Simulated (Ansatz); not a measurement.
The following input was run with Ansatz 0.2.0.

```yaml
crystal:
  lattice:
    - [6.033308, -0.068701, 0.033986]
    - [-0.068701, 6.311354, -0.070802]
    - [0.033986, -0.070802, 5.992716]
  atoms:
    - { symbol: Cu, position: [0.544937989, 0.2550376794, 0.5959692172] }
    - { symbol: Cu, position: [0.7936532906, 0.559415364, 0.3876023471] }
    - { symbol: Cu, position: [0.6862348406, 0.1271279446, 0.9099316546] }
    - { symbol: Cu, position: [0.7310568363, 0.9119833551, 0.5828499634] }
    - { symbol: Cu, position: [0.0455341058, 0.2307454856, 0.6042619546] }
    - { symbol: Cu, position: [0.5181125171, 0.5945495329, 0.7711724013] }
    - { symbol: Cu, position: [0.3100641829, 0.8917174287, 0.7057026659] }
    - { symbol: Cu, position: [0.4245054396, 0.4109355014, 0.0949712964] }
    - { symbol: Cu, position: [0.1874212965, 0.7267928663, 0.003538532] }
    - { symbol: Cu, position: [0.3742075081, 0.9729436013, 0.3130324986] }
    - { symbol: Si, position: [0.0385448029, 0.6238392766, 0.6728612903] }
    - { symbol: Si, position: [0.6190290822, 0.7484718054, 0.100064264] }
    - { symbol: Si, position: [0.9063495816, 0.4326731302, 0.9908464406] }
    - { symbol: Si, position: [0.1133158588, 0.1289184769, 0.0536323577] }
    - { symbol: Si, position: [0.3725174944, 0.5644967763, 0.3928475295] }
    - { symbol: Si, position: [0.8222361078, 0.1788752075, 0.3229556228] }
basis:
  ecutwfc: 420
kpoints:
  mp_grid: { grid: [4, 4, 4] }
hamiltonian:
  xc: pbe
scf:
  occupations: { method: fermi_dirac, width: 0.1336 }
output:
  forces: true
  stress: true
  eigenvalues: true
  populations: true
  write_density: true
  write_potential: true
  elf: true
  volumetric_format: npy
```

Run as
```bash
ansatz run input.yaml --threads 2 --pin off --max-ram 5120MiB --backend cpu --events-out ev --progress --plain --runs-dir out
```

Level of theory: DFT PBE, scalar-relativistic, plane waves, PAW in Ansatz 0.2.0.

Part of what the program printed, abridged (iterations and final results):

```
SCF iter   1: F=—  HF=-70061.542225 eV  |F-HF|=—  |Δ(HF+E_count)|=         —  Δρ=3.74e-3  dr2=4.29e-2  ethr=1.77e-3  ⟨swp⟩=5.0  Hψ=17213  notcnv=0  defer=138
SCF iter   2: F=—  HF=-70061.540236 eV  |F-HF|=—  |Δ(HF+E_count)|=   1.99e-3  Δρ=1.69e-3  dr2=1.35e-2  ethr=2.01e-5  ⟨swp⟩=1.9  Hψ=5588  notcnv=0  defer=142
SCF iter   3: F=—  HF=-70061.538866 eV  |F-HF|=—  |Δ(HF+E_count)|=   1.37e-3  Δρ=1.28e-3  dr2=5.51e-3  ethr=6.31e-6  ⟨swp⟩=2.3  Hψ=6777  notcnv=0  defer=142
SCF iter   4: F=—  HF=-70061.538048 eV  |F-HF|=—  |Δ(HF+E_count)|=   8.18e-4  Δρ=2.57e-4  dr2=3.70e-4  ethr=2.57e-6  ⟨swp⟩=2.0  Hψ=5316  notcnv=0  defer=142
SCF iter   5: F=—  HF=-70061.538025 eV  |F-HF|=—  |Δ(HF+E_count)|=   2.27e-5  Δρ=1.80e-4  dr2=9.15e-5  ethr=1.73e-7  ⟨swp⟩=2.1  Hψ=6539  notcnv=0  defer=142
SCF iter   6: F=—  HF=-70061.537916 eV  |F-HF|=—  |Δ(HF+E_count)|=   1.09e-4  Δρ=1.42e-4  dr2=2.80e-5  ethr=4.28e-8  ⟨swp⟩=2.0  Hψ=6641  notcnv=0  defer=142
SCF iter   7: F=—  HF=-70061.537913 eV  |F-HF|=—  |Δ(HF+E_count)|=   3.58e-6  Δρ=3.01e-5  dr2=4.19e-6  ethr=1.31e-8  ⟨swp⟩=2.0  Hψ=6575  notcnv=0  defer=142
SCF iter   8: F=—  HF=-70061.537913 eV  |F-HF|=—  |Δ(HF+E_count)|=   9.06e-8  Δρ=2.21e-5  dr2=1.06e-6  ethr=1.96e-9  ⟨swp⟩=2.0  Hψ=6783  notcnv=0  defer=142
SCF iter   9: F=—  HF=-70061.537913 eV  |F-HF|=—  |Δ(HF+E_count)|=   1.26e-7  Δρ=1.21e-5  dr2=3.12e-7  ethr=4.95e-10  ⟨swp⟩=2.0  Hψ=8332  notcnv=0  defer=142
SCF iter  10: F=-70061.537913 eV  HF=-70061.537913 eV  |F-HF|=2.48e-8  |Δ(HF+E_count)|=   3.58e-8  Δρ=4.15e-6  dr2=6.39e-8  ethr=4.67e-11  ⟨swp⟩=13.5  Hψ=33188  notcnv=0
SCF 1 converged in 10 iterations: F = -70061.537913 eV  dr2 = 6.39e-8
SCF converged after 10 iterations
Free energy (F): -70061.537913 eV
Harris-Foulkes:  -70061.537913 eV  (|F-HF|=2.48e-8)
Internal energy: -70061.207753 eV  (E = F + TS)
E sigma→0 (E₀):  -70061.372833 eV
Entropy (-TS):   -0.330160 eV (-20.635 meV/atom)
Fermi energy:    12.472278 eV
--- Per-component energies (eV) ---
  E_band       = -4346.883532
  E_kinetic    = 3244.247481
  E_local      = -54573.619994  (includes V_loc(G=0)·N_el)
  E_nonlocal   = 4052.864951
  E_hartree    = 24450.332928
  E_xc         = -1228.165952
  E_vxc        = -1438.092754  (∫ρ·V_xc dr)
  E_paw        = -19704.173087  (= ΣΔE_a)
  E_vpaw       = -4532.935153  (= ΣTr[D̂ρ^β])
  E_aug_tail   = 0.002899  (compensation charges beyond the density's cutoff)
  E_ewald      = -26302.696979
  E_smearing   = -0.330160  (= −TS)
--- Forces (eV/Å), atoms counted from 1 ---
  atom   1  Cu    -1.11852503     0.15380556    -1.28500399
  atom   2  Cu    -0.10730718    -0.25003447    -0.20852428
  atom   3  Cu     0.16765254    -0.72353826     1.85225200
  atom   4  Cu     0.26575234    -0.92159520    -0.35326483
  atom   5  Cu     0.87878025    -0.05106634     1.17775421
  atom   6  Cu     0.96510827    -0.16566933    -0.99533103
  atom   7  Cu     0.18890096     2.28227895    -1.19751506
  atom   8  Cu     0.14598787    -2.90266606    -1.89779226
  atom   9  Cu    -0.36862965    -0.14132571     2.55475415
  atom  10  Cu     0.08596322     0.48073538    -0.30047472
  atom  11  Si    -0.21629023     0.20993376    -1.05834656
  atom  12  Si     0.48177938     1.16072847     0.13811224
  atom  13  Si    -0.51019408     0.64617218     0.23597778
  atom  14  Si     1.07226424    -1.01875887    -0.45760647
  atom  15  Si    -0.88448575     1.68463528     3.17737381
  atom  16  Si    -1.04673773    -0.44363308    -1.38234363
--- Stress (GPa, compression-positive) ---
       -1.135432       0.160688       0.116805
        0.160688       2.512519       1.310175
        0.116804       1.310176       8.383925
  P = ⅓ Tr σ = 3.2537 GPa (32.537 kbar)
--- Band table (eV; the first three rows and the last of 36) ---
  k-point 0: bands = ["-101.0519", "-101.0147", "-100.8335", "-100.7813", "-100.5606", "-100.5228", "-100.4941", "-100.4645", "-100.4622", "-100.4147", "-58.6105", "-58.4716", "-58.4066", "-58.3985", "-58.3117", "-58.3090", "-58.2669", "-58.2662", "-58.2192", "-58.1230", "-58.1076", "-58.0493", "-58.0357", "-58.0347", "-57.9640", "-57.9450", "-57.9035", "-57.9008", "-57.8675", "-57.8620", "-57.8602", "-57.8494", "-57.8424", "-57.8295", "-57.8091", "-57.7830", "-57.7733", "-57.7536", "-57.7381", "-57.7159", "0.3657", "2.3622", "3.2214", "3.9528", "4.5601", "4.9341", "6.2811", "6.8186", "6.9399", "7.0896", "7.3101", "7.4544", "7.5668", "7.6557", "7.7217", "7.7462", "7.8872", "7.9213", "8.0760" ...
  k-point 1: bands = ["-101.0519", "-101.0147", "-100.8335", "-100.7813", "-100.5606", "-100.5228", "-100.4941", "-100.4645", "-100.4622", "-100.4147", "-58.6105", "-58.4716", "-58.4066", "-58.3986", "-58.3117", "-58.3091", "-58.2672", "-58.2659", "-58.2191", "-58.1230", "-58.1076", "-58.0493", "-58.0357", "-58.0347", "-57.9640", "-57.9450", "-57.9035", "-57.9008", "-57.8675", "-57.8620", "-57.8602", "-57.8495", "-57.8424", "-57.8295", "-57.8091", "-57.7830", "-57.7733", "-57.7536", "-57.7380", "-57.7159", "0.5608", "2.2431", "2.7968", "4.1692", "4.5891", "5.0094", "6.2090", "6.6304", "6.8388", "7.0542", "7.2767", "7.4373", "7.5801", "7.6869", "7.7134", "7.8454", "7.9000", "7.9480", "8.0716" ...
  k-point 2: bands = ["-101.0518", "-101.0147", "-100.8335", "-100.7813", "-100.5606", "-100.5228", "-100.4942", "-100.4645", "-100.4622", "-100.4147", "-58.6105", "-58.4716", "-58.4065", "-58.3986", "-58.3117", "-58.3091", "-58.2674", "-58.2657", "-58.2191", "-58.1230", "-58.1076", "-58.0493", "-58.0357", "-58.0347", "-57.9640", "-57.9449", "-57.9036", "-57.9008", "-57.8675", "-57.8620", "-57.8602", "-57.8495", "-57.8424", "-57.8295", "-57.8091", "-57.7830", "-57.7733", "-57.7536", "-57.7380", "-57.7159", "0.8881", "1.7626", "2.7715", "4.2542", "4.7008", "4.9387", "6.1975", "6.4804", "6.7277", "7.0196", "7.1878", "7.2911", "7.5678", "7.6569", "7.7819", "7.8495", "7.9600", "8.0368", "8.0806" ...
  k-point 35: bands = ["-101.0518", "-101.0147", "-100.8335", "-100.7813", "-100.5606", "-100.5228", "-100.4942", "-100.4645", "-100.4622", "-100.4147", "-58.6105", "-58.4716", "-58.4065", "-58.3986", "-58.3117", "-58.3091", "-58.2674", "-58.2657", "-58.2191", "-58.1231", "-58.1076", "-58.0493", "-58.0357", "-58.0347", "-57.9639", "-57.9448", "-57.9029", "-57.9008", "-57.8673", "-57.8620", "-57.8614", "-57.8495", "-57.8423", "-57.8294", "-57.8091", "-57.7829", "-57.7733", "-57.7536", "-57.7383", "-57.7159", "1.4487", "2.0360", "2.5908", "3.3592", "4.0910", "4.7556", "5.1399", "5.9185", "7.0948", "7.3111", "7.4232", "7.5962", "7.6598", "7.7141", "7.8640", "7.9738", "8.0299", "8.0486", "8.1279 ...
--- Löwdin populations: 16 sites ---
  site symbol q [e]
     0     Cu     18.6251
     1     Cu     18.3899
     2     Cu     18.5688
     3     Cu     18.5880
     4     Cu     18.4793
     5     Cu     18.5561
     6     Cu     18.6094
     7     Cu     18.4668
     8     Cu     18.4295
     9     Cu     18.5334
    10     Si      4.5318
    11     Si      4.5588
    12     Si      4.2686
    13     Si      4.4962
    14     Si      4.5772
    15     Si      4.5409
  spilling = 0.008318 (of n_electrons = 214.000000)
```

The calculation finished and met its thresholds.

The run took 98 s on 2 threads of Arm Neoverse V2, on a shared host, peak memory 1.1 GiB.